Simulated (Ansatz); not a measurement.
Zr$_{5}$Ge$_{3}$ in space group P6_3/mcm (No. 193; Zr on 6g, Zr on 4d, Ge on 6g) under volume change, DFT-r²SCAN in the program Ansatz with PAW potentials, shape and atoms relaxed at each volume.

| V (Å³/atom) | E − E(relaxed) (meV/atom) | P (GPa) |
|---|---|---|
| 18.076 | 75.1 | 14.57 |
| 18.672 | 31.6 | 8.95 |
| 19.268 | 7.5 | 4.13 |
| 19.864 | 0.0 | -0.01 |
| 20.460 | 6.8 | -3.56 |
| 21.056 | 25.9 | -6.61 |
| 21.652 | 55.4 | -9.21 |

**Question.** What does a third-order Birch–Murnaghan fit give for V₀, B₀ and B′?

**Answer.** V₀ = 19.86 Å³/atom, B₀ = 128 GPa, B′ = 4.1.

The workflow started from a Materials Project entry (that database holds measured and hypothetical structures alike); the Crystallography Open Database copy checked does not list it. Its standing as an ambient phase is unchecked. Symmetry was held in the r²SCAN relaxation; whether a distortion lowers the energy is not shown. No spin polarisation was allowed.

Potentials: the later of the program's two PAW sets.
